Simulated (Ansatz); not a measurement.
# Formation energy of BiTe in the zincblende structure

Method: PBE, scalar-relativistic; no spin polarisation; PAW, 420 eV, Γ-centred 8×8×8 mesh, 0.05 eV Gaussian smearing; code Ansatz; PAW files: Ansatz's generated set soft_2.

This is a trial structure; measured cells of the compound in the Crystallography Open Database are in space groups P-3m1, Fm-3m (rock salt).

It takes space group F-43m (No. 216, cubic). Conventional cell: a = 7.246 Å, b = 7.246 Å, c = 7.246 Å, α = 90.00°, β = 90.00°, γ = 90.00°. Around Bi (site symmetry -43m) lie 4 Te at 3.14 Å. Te (site symmetry -43m) has 4 Bi at 3.14 Å as nearest neighbours. (Shells end 15 % past the nearest neighbour.)

The elements were computed in their standard states with the same datasets, cutoff and functional. Total energies depend on the potentials used, so only differences within one code and one set of settings carry meaning.

Energy of the relaxed cell (2 atoms, smearing extrapolated to zero): -19376.151 eV. Elements, in eV/atom: Bi -12396.551, Te -6979.958.

What is the formation energy?

[-19376.151 − (1 × -12396.551 + 1 × -6979.958)] / 2 = 0.18 eV/atom, or 17 kJ per mole of atoms.

The value is for 0 K, without zero-point energy. A positive value means that this structure is unstable even against the elements at this level.

With 31 valence electrons in the calculation's cell and no magnetic order, the bands, two electrons each, can't all be full or empty: band theory demands a metal.

Spin–orbit coupling, which matters for such heavy elements, is left out. Spin polarisation wasn't tried. A displaced or strained copy of the relaxed cell lay 1.2 meV/atom lower, so the structure isn't a true minimum at this level, unless the mesh, which matters in a metal, makes it so.
